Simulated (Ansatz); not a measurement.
Values for one crystal, relaxed and computed with the program Ansatz at the r²SCAN level (PAW); other levels are named.

- Volume per atom = 15.08 Å³
- Electronic character = metallic (no gap)
- Density of states at the Fermi level = 0.72 states/eV per atom (mean over ±0.08 eV)
- Formation energy from the elements (no fitted shifts) = 0.14 eV/atom
- Gap with spin–orbit coupling = none (metallic)
- Bulk modulus (Birch–Murnaghan fit) = 363 GPa
- Highest zone-centre frequency = 216 cm⁻¹

Problem. Which of these materials gives this?
A. Zn3Ir, I4/mmm (Zn on 4d, Zn on 2b, Ir on 2a)
B. Re3W, I4/mmm (Re on 4d, Re on 2b, W on 2a)
C. V3Re, Fm-3m (V on 8c, V on 4a, Re on 4b)
D. Co3W, P6_3/mmc (Co on 6h, W on 2c)

Solution. B, Re3W, I4/mmm (Re on 4d, Re on 2b, W on 2a)

The first step of the workflow began from a Materials Project structure, measured or hypothetical; the Crystallography Open Database copy checked does not list it. Whether it is the stable phase at ambient conditions was not checked. The r²SCAN relaxation kept the symmetry of its start; whether a distortion lowers the energy is not shown. No spin polarisation was allowed. As this level gives no gap, phonon frequencies hold no LO–TO term and depend on the k-mesh and smearing (Fermi–Dirac, 0.1 eV here). The references are the lowest solids computed at this level, not always the standard phases. Spin–orbit coupling is left out wherever it is not named.

Potentials: the later of the program's two PAW sets.
